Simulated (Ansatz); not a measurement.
Profile along the Mo–Mo line in Mo (bcc, W type)

Mo (bcc, W type)

```cif
data_Mo2
_chemical_formula_sum 'Mo2'
_space_group_name_H-M_alt 'Im-3m'
_space_group_IT_number 229
_space_group_name_Hall '-I 4 2 3'
_cell_length_a 3.15088
_cell_length_b 3.15088
_cell_length_c 3.15088
_cell_angle_alpha 90.000
_cell_angle_beta 90.000
_cell_angle_gamma 90.000
loop_
_atom_site_label
_atom_site_type_symbol
_atom_site_symmetry_multiplicity
_atom_site_Wyckoff_symbol
_atom_site_fract_x
_atom_site_fract_y
_atom_site_fract_z
_atom_site_occupancy
Mo1 Mo 2 a 0.00000 0.00000 0.00000 1
```
(The calculation used a cell of 1 atom; values per cell refer to that cell.)

Fields along a shortest Mo–Mo line of a {211} plane (2.73 Å), from Mo to Mo, interpolated on the slice's grid (step about 0.2 Å). Method: r2SCAN (plane waves to 500 eV, PAW, scalar-relativistic; Ansatz, a program for electronic structure). k mesh 21×21×21. Near the nuclei the fields are pseudised (PAW); where an atom keeps semicore shells as valence, they peak there. Mo is run without spin polarisation. Mo was relaxed with its symmetry unable to fall. The PAW data are Ansatz's earlier set.

```csv
distance from Mo (Å),valence electron density (e/Å³),electron localisation function
0.00,6.95,x
0.14,6.95,x
0.27,6.83,x
0.41,6.01,x
0.55,4.54,0.73
0.68,2.90,0.70
0.82,1.59,0.55
0.96,0.87,0.38
1.09,0.54,0.28
1.23,0.41,0.27
1.36,0.38,0.30
1.50,0.41,0.27
1.64,0.54,0.28
1.77,0.87,0.38
1.91,1.59,0.55
2.05,2.90,0.70
2.18,4.54,0.73
2.32,6.01,x
2.46,6.83,x
2.59,6.95,x
2.73,6.95,x
```

x: too close to a nucleus for the ELF to mean much.

Density on the Mo–Mo line (2.73 Å) at its midpoint: 0.38 e/Å³. ELF at that point: 0.30.
